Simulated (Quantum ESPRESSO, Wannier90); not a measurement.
Tight-binding from DFT: TlI (Cmcm)

```
begin unit_cell_cart
ang
    4.6754900000    0.0000000000    0.0000000000
    0.0000000000    0.0000000000   -5.2436600000
   -2.3377450000    6.5440850000    0.0000000000
end unit_cell_cart
begin atoms_frac
Tl  -0.3915400000  0.2500000000  0.2169200000
Tl   0.3915400000 -0.2500000000 -0.2169200000
I   -0.1360100000  0.2500000000 -0.2720200000
I    0.1360100000 -0.2500000000  0.2720200000
end atoms_frac
```

Cell from Materials Project (mp-22858), symmetrised, no further relaxation. COD (Crystallography Open Database) has the formula in 2 space groups, this one among them (matched by group alone). Method: PBEsol plane waves in Quantum ESPRESSO 7.5 (PseudoDojo norm-conserving files, 56 Ry, spinors with spin-orbit coupling), Bloch states on a 6×4×6 mesh through Γ, Wannier90 4.0.1. Density: 8×6×8 mesh, cold smearing 0.01 Ry.

A tight-binding model is made by disentanglement and projection with no localisation steps (num_iter = 0), so the 28 orbitals stay atom-like: hydrogen-like Tl: s;p; I: p, axes along x, y, z; frozen window up to 3.06 eV relative to the valence-band maximum. It follows pw.x to 2.0 meV rms for states up to 2.6 eV relative to the valence-band maximum. Matrix elements depend on this choice of orbitals and windows.

Problem. What are the on-site energies relative to the valence-band maximum, and how fast do the hoppings decay?

Solution. 
| atom | orbitals | energy (eV) |
|---|---|---|
| Tl1 | s↑ s↓ | -3.94 |
| Tl1 | pz↑ pz↓ | 3.61 |
| Tl1 | px↑ px↓ | 3.40 |
| Tl1 | py↑ py↓ | 3.56 |
| Tl2 | s↑ s↓ | -3.94 |
| Tl2 | pz↑ pz↓ | 3.61 |
| Tl2 | px↑ px↓ | 3.40 |
| Tl2 | py↑ py↓ | 3.56 |
| I3 | pz↑ pz↓ | -0.94 |
| I3 | px↑ px↓ py↑ py↓ | -0.97 |
| I4 | pz↑ pz↓ | -0.94 |
| I4 | px↑ px↓ py↑ py↓ | -0.97 |

| distance of the centres (Å) | largest modulus (eV) |
|---|---|
| 3–4 | 1.5 |
| 4–5 | 0.37 |
| 5–6 | 0.044 |
| 6–7 | 0.11 |
| 7–8 | 0.15 |
| 8–9 | 0.011 |
| 9–10 | 0.022 |

Effective spin-orbit constants λ of λ L·S, from the same-site elements px↑–py↑ (λ/2) and dx2-y2↑–dxy↑ (λ), where they are among the larger elements: Tl1 p 0.88 eV, Tl2 p 0.88 eV, I3 p 0.66 eV, I4 p 0.66 eV.
